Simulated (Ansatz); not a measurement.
Re (hcp, Mg type)

```xyz
2
Lattice="2.7752 0.0000 0.0000 -1.3876 2.4034 0.0000 0.0000 0.0000 4.4830" Properties=species:S:1:pos:R:3 pbc="T T T"
Re     0.0000     1.6023     3.3623
Re     1.3876     0.8011     1.1208
```

Equation-of-state scan: isotropic scaling of the cell above, V₀ being its volume. Symmetry pins the atoms to their sites.

Level of theory: PBE (plane waves to 420 eV, PAW, scalar-relativistic; Ansatz, an electronic-structure program). k mesh 19×19×11 (Γ-centred), Fermi-Dirac smearing 0.05 eV. Energies are smeared free energies. Compression counts positive. With the shape held, the modulus is that of even scaling; a crystal free to change shape is softer. Re is run without spin polarisation. Re was relaxed with its symmetry unable to fall. Spin-orbit coupling is left out, though Re is heavy. The PAW data are Ansatz's earlier set. The zero of ΔE is the relaxed starting cell. The last digit holds for this mesh only.

```tsv
V (Å³/atom)	ΔE (meV/atom)
12.558	594.0
12.957	390.4
13.356	236.8
13.754	126.4
14.153	withheld
14.552	12.7
14.950	0.0
15.349	11.5
15.748	43.9
16.146	94.4
16.545	160.4
16.944	239.7
17.343	330.6
```

Task: Fit a third-order Birch-Murnaghan form (E₀, V₀, B₀, B₀′ free) to the given rows and predict ΔE at V = 14.153.

Result: Least squares on the 12 given rows: ΔE = E₀ + (9V₀B₀/16)·y²·[2 + (B₀′ − 4)y], y = (V₀/V)^(2/3) − 1, with V₀ = 14.952 Å³/atom, B₀ = 362.4 GPa (160.2 GPa = 1 eV/Å³; the term in eV is multiplied by 1000), B₀′ = 4.42, E₀ = 0.25 meV/atom; root-mean-square residual 0.24 meV/atom. At 14.153 the fit gives 53.6 meV/atom; the calculation gives 53.4 meV/atom, so the interpolation is off by 0.2 (+0.4 %). For the pressure the fit gives 22.5 GPa against the computed 22.5 GPa.

(Under strain, the slope of the energy per volume gives the stress and its curvature an elastic modulus.)
